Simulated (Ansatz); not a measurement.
GaN (wurtzite)

```yaml
crystal:
  lattice:
    - [3.18330, 0.00000, 0.00000]
    - [-1.59165, 2.75682, 0.00000]
    - [0.00000, 0.00000, 5.18388]
  atoms:
    - { symbol: Ga, position: [0.66667, 0.33333, 0.00099] }
    - { symbol: Ga, position: [0.33333, 0.66667, 0.50099] }
    - { symbol: N, position: [0.66667, 0.33333, 0.62421] }
    - { symbol: N, position: [0.33333, 0.66667, 0.12421] }
```

The slice is a (-1 1 0 2) plane (indices of the conventional cell) through the point (0.667, 0.333, 0.001) (fractional), spanned by u = [110] and v = [1 -1 1] in vectors of this cell: u (3.18 Å) and v (7.57 Å, at 90° to u). It covers one period; positions are fractions (u, v).

The numbers are results of r2SCAN (plane waves to 500 eV, PAW, scalar-relativistic; Ansatz, a quantum-chemistry and plane-wave program), not measurements. k mesh 12×12×7. Near the nuclei the fields are pseudised (PAW); where an atom keeps semicore shells as valence, they peak there. GaN was relaxed with its symmetry unable to fall. The PAW data are Ansatz's earlier set.

**Question.** Around which element is the density of the highest valence band (whole band, smooth part) largest on this plane?

**Answer.** N. Mean over a disc round each atom, of radius 0.45 times the shortest bond: N 0.168, Ga 0.008 e/Å³.

**Question.** Sketch the density of the highest valence band (whole band, smooth part) on this plane as a map.

**Answer.** 
```tsv
v \ u	0.00	0.20	0.40	0.60	0.80
0.88	0.014	0.009	0.002	0.002	0.009
0.75	0.007	0.004	0.004	0.004	0.004
0.62	0.013	0.032	0.113	0.113	0.032
0.50	0.010	0.036	0.161	0.161	0.036
0.38	0.001	0.003	0.009	0.009	0.003
0.25	0.003	0.017	0.094	0.094	0.017
0.12	0.012	0.058	0.241	0.241	0.058
0.00	0.002	0.009	0.032	0.032	0.009
```

Values: density of the highest valence band (whole band, smooth part) in e/Å³.
